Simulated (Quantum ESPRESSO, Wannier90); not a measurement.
# Wannierisation of CaHClO (P6₃mc)

```
begin unit_cell_cart
ang
    3.8698401089    0.0000000000    0.0000000000
   -1.9349200544    3.3513798429    0.0000000000
    0.0000000000    0.0000000000    9.8098300000
end unit_cell_cart
begin atoms_frac
Ca   0.3333333333 -0.3333333333  0.0000700000
Ca  -0.3333333333  0.3333333333 -0.4999300000
H    0.0000000000  0.0000000000  0.1669400000
H    0.0000000000  0.0000000000 -0.3330600000
Cl   0.3333333333 -0.3333333333  0.3166700000
Cl  -0.3333333333  0.3333333333 -0.1833300000
O    0.0000000000  0.0000000000  0.0681200000
O    0.0000000000  0.0000000000 -0.4318800000
end atoms_frac
```

Materials Project entry mp-642725; symmetrised, unrelaxed at this level. Not found in the COD (Crystallography Open Database) copy used; not checked further. Level: PBEsol, no spin polarisation, no spin-orbit coupling; pw.x of Quantum ESPRESSO at 68 Ry with PseudoDojo potentials, 4×4×4 k-points, Wannier90. Density: 12×12×4 mesh, cold smearing 0.01 Ry.

Bands 13-14 form an isolated set from -4.49 to -3.98 eV relative to the valence-band maximum (on the path) and are turned into 2 Wannier functions by minimising the spread from the start: SCDM (isolated).

**Question.** Where do the functions sit, how wide are they and what are they made of?

**Answer.** 
| functions | spread (Å²) | nearest atom, distance (Å) | second atom, distance (Å) | weight on atomic waves |
|---|---|---|---|---|
| 2 | 1.60 | O 0.07 | H 0.90 | O 2p 68 %, H 1s 13 %, O 2s 9 % |

Ω_I = 3.19 Å², Ω_total = 3.20 Å²; the interpolated bands follow pw.x to 1.2 meV rms on the path. Only this start was tried; a symmetric start can stop on a saddle, and mixtures of these functions could lower the total by at most Ω_total − Ω_I.
